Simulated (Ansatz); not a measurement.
Mg:
```
Mg
1.0
    0.00000     3.42705     3.42705
    3.42705     0.00000     3.42705
    3.42705     3.42705     0.00000
Mg
2
Direct
  0.00000   0.00000   0.00000
  0.25000   0.25000   0.25000
```

Relaxed with PBE. Special points in fractions of this cell's reciprocal vectors: Γ (0.000, 0.000, 0.000); X (0.500, 0.000, 0.500); U (0.625, 0.250, 0.625); K (0.375, 0.375, 0.750); L (0.500, 0.500, 0.500); W (0.500, 0.250, 0.750).

### Question
List the band energies nearest the Fermi level at these points for PBE in the plane-wave PAW code Ansatz.

### Answer
In eV from the Fermi level; about four levels below and three above (degenerate sets whole), none deeper than 8.9 eV; points with the same levels are listed once.

```csv
k,below,above
Γ,-4.95,3.18 3.18 3.18
X,-2.05 -2.05,0.97 0.97 2.44 2.44
U,-2.24 -1.67 -0.40,1.28 2.80 5.01
L,-3.22 -1.91,2.32 2.32 3.82
W,-1.85 -1.85 -0.06 -0.06,5.05 5.05 5.80 5.80
```

Space group Fd-3m (diamond). The start of the workflow was typed in or built on a structure type; neither database checked (COD, Materials Project) lists it. It is not the phase usual at ambient conditions (space group No. 194). Symmetry was held in the PBE relaxation; whether a distortion lowers the energy is not shown.

Potentials: the earlier of the program's two PAW sets.
